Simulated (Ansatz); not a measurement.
Steps from a short run of molecular dynamics on a 2×2×1 supercell (12 atoms) of PtS2 (CdI2 type), relaxed with r2SCAN+rVV10; forces from PBEsol in Ansatz 0.2.0, 3×3×4 mesh, Fermi-Dirac smearing of 0.052 eV, a Langevin thermostat at fixed volume, set at 600 K. Spin polarisation is off, nuclei are classical, and the run is far too short for thermal averages.

Cell vectors in Å:
```
 7.1053  0.0000  0.0000
-3.5526  6.1534  0.0000
 0.0000  0.0000  5.1227
```

Q: At 6 fs the positions in Å are
```
Pt  -0.017  -0.007   0.002
S   -0.027   2.024   1.221
S    1.776   1.021   3.894
Pt  -1.774   3.080   0.017
S   -1.736   5.165   1.204
S   -0.015   4.114   3.863
Pt   3.562   0.004   0.008
S    3.578   2.070   1.215
S    5.334   0.987   3.891
Pt   1.783   3.079  -0.006
S    1.740   5.108   1.242
S    3.574   4.084   3.910
```
What are the forces, and how far does the free energy (smearing included) lie above that of step 0, with the atoms on their sites?

A: 6.4 meV an atom; forces in eV/Å:
```
Pt   0.393  -0.172   0.058
S    0.356   0.261  -0.182
S    0.000   0.063   0.243
Pt   0.226  -0.032  -0.535
S   -0.517  -0.311   0.121
S    0.153  -0.168   0.576
Pt  -0.118   0.112  -0.424
S   -0.298  -0.159   0.002
S   -0.090   0.395   0.292
Pt  -0.328  -0.237   0.047
S    0.386   0.057  -0.327
S   -0.164   0.191   0.130
```

Q: At 10 fs the positions in Å are
```
Pt  -0.031  -0.013   0.007
S   -0.042   2.008   1.214
S    1.769   1.017   3.897
Pt  -1.770   3.081   0.029
S   -1.715   5.190   1.187
S   -0.024   4.118   3.844
Pt   3.563   0.005   0.012
S    3.590   2.082   1.206
S    5.337   0.962   3.881
Pt   1.787   3.080  -0.008
S    1.711   5.094   1.258
S    3.590   4.075   3.919
```
What are the forces, and how far does the free energy (smearing included) lie above that of step 0, with the atoms on their sites?

A: 16.7 meV an atom; forces in eV/Å:
```
Pt   0.626  -0.271   0.035
S    0.536   0.403  -0.076
S    0.035   0.106   0.222
Pt   0.329   0.009  -0.876
S   -0.851  -0.563   0.418
S    0.221  -0.237   0.783
Pt  -0.111   0.209  -0.741
S   -0.463  -0.280   0.168
S   -0.154   0.605   0.378
Pt  -0.505  -0.356   0.033
S    0.642   0.095  -0.426
S   -0.306   0.281   0.083
```

Q: At 16 fs the positions in Å are
```
Pt  -0.051  -0.022   0.014
S   -0.065   1.986   1.194
S    1.763   1.020   3.902
Pt  -1.766   3.078   0.045
S   -1.699   5.223   1.162
S   -0.037   4.125   3.822
Pt   3.565   0.007   0.023
S    3.603   2.100   1.198
S    5.334   0.925   3.868
Pt   1.793   3.080  -0.008
S    1.680   5.086   1.284
S    3.608   4.058   3.927
```
What are the forces, and how far does the free energy (smearing included) lie above that of step 0, with the atoms on their sites?

A: 37.6 meV an atom; forces in eV/Å:
```
Pt   0.962  -0.388  -0.148
S    0.824   0.583   0.212
S    0.044   0.072   0.185
Pt   0.385   0.151  -1.388
S   -1.248  -0.916   0.883
S    0.319  -0.341   1.023
Pt  -0.104   0.386  -1.166
S   -0.669  -0.479   0.394
S   -0.194   0.856   0.477
Pt  -0.749  -0.401   0.032
S    0.888   0.036  -0.575
S   -0.458   0.441   0.070
```
